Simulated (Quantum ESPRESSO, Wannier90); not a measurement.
## Wannier functions of CsLiMoO4 (F-43m)

Cell from Materials Project (mp-551629), symmetrised, no further relaxation. Not found in the COD (Crystallography Open Database) copy used; not checked further. Method: PBEsol plane waves in Quantum ESPRESSO 7.5 (PseudoDojo norm-conserving files, 68 Ry, spinors with spin-orbit coupling), Bloch states on a 4×4×4 mesh through Γ, Wannier90 4.0.1. Density: 6×6×6 mesh, cold smearing 0.01 Ry.

On the energy scale of pw.x, whose zero is arbitrary, the valence-band maximum lies at 2.01 eV.

Input w.win:

```
num_bands = 2
num_wann = 2
exclude_bands = 1-4,7-92
spinors = true
num_iter = 1000
conv_tol = 1.0e-6
conv_window = 4
write_hr = true
write_u_matrices = true
auto_projections = true
begin unit_cell_cart
ang
    0.0000000000    4.1960300000    4.1960300000
    4.1960300000    0.0000000000    4.1960300000
    4.1960300000    4.1960300000    0.0000000000
end unit_cell_cart
begin atoms_frac
Cs   0.2500000000  0.2500000000  0.2500000000
Li   0.5000000000  0.5000000000  0.5000000000
Mo  -0.2500000000 -0.2500000000 -0.2500000000
O   -0.3712100000 -0.3712100000  0.1136300000
O   -0.3712100000 -0.3712100000 -0.3712100000
O    0.1136300000 -0.3712100000 -0.3712100000
O   -0.3712100000  0.1136300000 -0.3712100000
end atoms_frac
mp_grid = 4 4 4
begin kpoints
0.0000000000 0.0000000000 0.0000000000
0.0000000000 0.0000000000 0.2500000000
0.0000000000 0.0000000000 0.5000000000
... (61 more lines: the 4x4x4 mesh through Gamma)
end kpoints
```

Input of pw2wannier90.x that gives the overlap and projection files (equivalent; here they were cut from one run over all bands):

```
&inputpp
  outdir = './out'
  prefix = 'pwscf'
  seedname = 'w'
  write_amn = .true.
  write_mmn = .true.
  scdm_proj = .true.
  scdm_entanglement = 'isolated'
/
```

Output w.wout (banner and timings cut):

```
                                    ------
                                    SYSTEM
                                    ------

                              Lattice Vectors (Ang)
                    a_1     0.000000   4.196030   4.196030
                    a_2     4.196030   0.000000   4.196030
                    a_3     4.196030   4.196030   0.000000

                   Unit Cell Volume:     147.75621  (Ang^3)

                        Reciprocal-Space Vectors (Ang^-1)
                    b_1    -0.748706   0.748706   0.748706
                    b_2     0.748706  -0.748706   0.748706
                    b_3     0.748706   0.748706  -0.748706

 *----------------------------------------------------------------------------*
 |   Site       Fractional Coordinate          Cartesian Coordinate (Ang)     |
 +----------------------------------------------------------------------------+
 | cs   1   0.25000   0.25000   0.25000   |    2.09802   2.09802   2.09802    |
 | li   1   0.50000   0.50000   0.50000   |    4.19603   4.19603   4.19603    |
 | mo   1  -0.25000  -0.25000  -0.25000   |   -2.09802  -2.09802  -2.09802    |
 | o    1  -0.37121  -0.37121   0.11363   |   -1.08081  -1.08081  -3.11522    |
 | o    2  -0.37121  -0.37121  -0.37121   |   -3.11522  -3.11522  -3.11522    |
 | o    3   0.11363  -0.37121  -0.37121   |   -3.11522  -1.08081  -1.08081    |
 | o    4  -0.37121   0.11363  -0.37121   |   -1.08081  -3.11522  -1.08081    |
 *----------------------------------------------------------------------------*
                                ------------
                                K-POINT GRID
                                ------------

             Grid size =  4 x  4 x  4      Total points =   64

 *---------------------------------- MAIN ------------------------------------*
 |  Number of Wannier Functions               :                 2             |
 |  Number of Objective Wannier Functions     :                 2             |
 |  Number of input Bloch states              :                 2             |
 |  Output verbosity (1=low, 5=high)          :                 1             |
 |  Timing Level (1=low, 5=high)              :                 1             |
 |  Optimisation (0=memory, 3=speed)          :                 3             |
 |  Length Unit                               :               Ang             |
 |  Post-processing setup (write *.nnkp)      :                 F             |
 |  Using Gamma-only branch of algorithms     :                 F             |
 *----------------------------------------------------------------------------*
 *------------------------------- WANNIERISE ---------------------------------*
 |  Total number of iterations                :              1000             |
 |  Number of CG steps before reset           :                 5             |
 |  Trial step length for line search         :             2.000             |
 |  Convergence tolerence                     :         0.100E-05             |
 |  Convergence window                        :                 4             |
 |  Iterations between writing output         :                 1             |
 |  Iterations between backing up to disk     :               100             |
 |  Write r^2_nm to file                      :                 F             |
 |  Write xyz WF centres to file              :                 F             |
 |  Write on-site energies <0n|H|0n> to file  :                 F             |
 |  Use guiding centre to control phases      :                 F             |
 |  Use phases for initial projections        :                 F             |
 *----------------------------------------------------------------------------*
 *-------------------------------- PLOTTING ----------------------------------*
 |  Plotting Hamiltonian in WF basis          :                 T             |
 *----------------------------------------------------------------------------*

 *---------------------------------- K-MESH ----------------------------------*
 +----------------------------------------------------------------------------+
 |                    Distance to Nearest-Neighbour Shells                    |
 |                    ------------------------------------                    |
 |          Shell             Distance (Ang^-1)          Multiplicity         |
 |          -----             -----------------          ------------         |
 |             1                   0.324199                      8            |
 |             2                   0.374353                      6            |
 |             3                   0.529415                     12            |
 |             4                   0.620794                     24            |
 |             5                   0.648398                      8            |
 |             6                   0.748706                      6            |
 |             7                   0.815883                     24            |
 |             8                   0.837079                     24            |
       ... (lines left out)
 +----------------------------------------------------------------------------+
 | The b-vectors are chosen automatically                                     |
 | The following shells are used:                       1                     |
 +----------------------------------------------------------------------------+
 |                        Shell   # Nearest-Neighbours                        |
 |                        -----   --------------------                        |
 |                          1               8                                 |
 +----------------------------------------------------------------------------+
 | Completeness relation is fully satisfied [Eq. (B1), PRB 56, 12847 (1997)]  |
 +----------------------------------------------------------------------------+
 |                  b_k Vectors (Ang^-1) and Weights (Ang^2)                  |
 |                  ----------------------------------------                  |
 |            No.         b_k(x)      b_k(y)      b_k(z)        w_b           |
 |            ---        --------------------------------     --------        |
 |             1         0.187176    0.187176   -0.187176     3.567857        |
 |             2         0.187176   -0.187176    0.187176     3.567857        |
 |             3        -0.187176    0.187176    0.187176     3.567857        |
 |             4         0.187176    0.187176    0.187176     3.567857        |
 |             5        -0.187176   -0.187176    0.187176     3.567857        |
 |             6        -0.187176    0.187176   -0.187176     3.567857        |
 |             7         0.187176   -0.187176   -0.187176     3.567857        |
 |             8        -0.187176   -0.187176   -0.187176     3.567857        |
 +----------------------------------------------------------------------------+
 |                           b_k Directions (Ang^-1)                          |
 |                           -----------------------                          |
 |            No.           x           y           z                         |
 |            ---        --------------------------------                     |
 |             1         0.187176    0.187176   -0.187176                     |
 |             2         0.187176   -0.187176    0.187176                     |
 |             3        -0.187176    0.187176    0.187176                     |
 |             4         0.187176    0.187176    0.187176                     |
 +----------------------------------------------------------------------------+

 Starting a new Wannier90 calculation ...

 Reading overlaps from w.mmn

 Reading projections from w.amn

 *------------------------------- WANNIERISE ---------------------------------*
 +--------------------------------------------------------------------+<-- CONV
 | Iter  Delta Spread     RMS Gradient      Spread (Ang^2)            |<-- CONV
 +--------------------------------------------------------------------+<-- CONV

 ------------------------------------------------------------------------------
 Initial State
  WF centre and spread    1  ( -2.098015, -2.098015, -2.098015 )     0.50991804
  WF centre and spread    2  ( -2.098015, -2.098015, -2.098015 )     0.50991801
  Sum of centres and spreads ( -4.196030, -4.196030, -4.196030 )     1.01983605

      0     0.102E+01     0.0000000000        1.0198360482  <-- CONV
        O_D=      0.0000004 O_OD=      0.0000001 O_TOT=      1.0198360 <-- SPRD
 ------------------------------------------------------------------------------
      1    -0.182E-06     0.0008295899        1.0198358657  <-- CONV
        O_D=      0.0000003 O_OD=      0.0000000 O_TOT=      1.0198359 <-- SPRD
      2    -0.237E-07     0.0002918069        1.0198358421  <-- CONV
        O_D=      0.0000003 O_OD=      0.0000000 O_TOT=      1.0198358 <-- SPRD
      3    -0.513E-08     0.0001365593        1.0198358369  <-- CONV
        O_D=      0.0000003 O_OD=      0.0000000 O_TOT=      1.0198358 <-- SPRD
      4    -0.706E-09     0.0000576733        1.0198358362  <-- CONV
        O_D=      0.0000003 O_OD=      0.0000000 O_TOT=      1.0198358 <-- SPRD
             <<<     Delta < 1.000E-06  over  4 iterations     >>>
             <<< Wannierisation convergence criteria satisfied >>>
 Final State
  WF centre and spread    1  ( -2.098015, -2.098015, -2.098015 )     0.50991792
  WF centre and spread    2  ( -2.098015, -2.098015, -2.098015 )     0.50991792
  Sum of centres and spreads ( -4.196030, -4.196030, -4.196030 )     1.01983584

         Spreads (Ang^2)       Omega I      =     1.019835558
        ================       Omega D      =     0.000000278
                               Omega OD     =     0.000000000
    Final Spread (Ang^2)       Omega Total  =     1.019835836
```
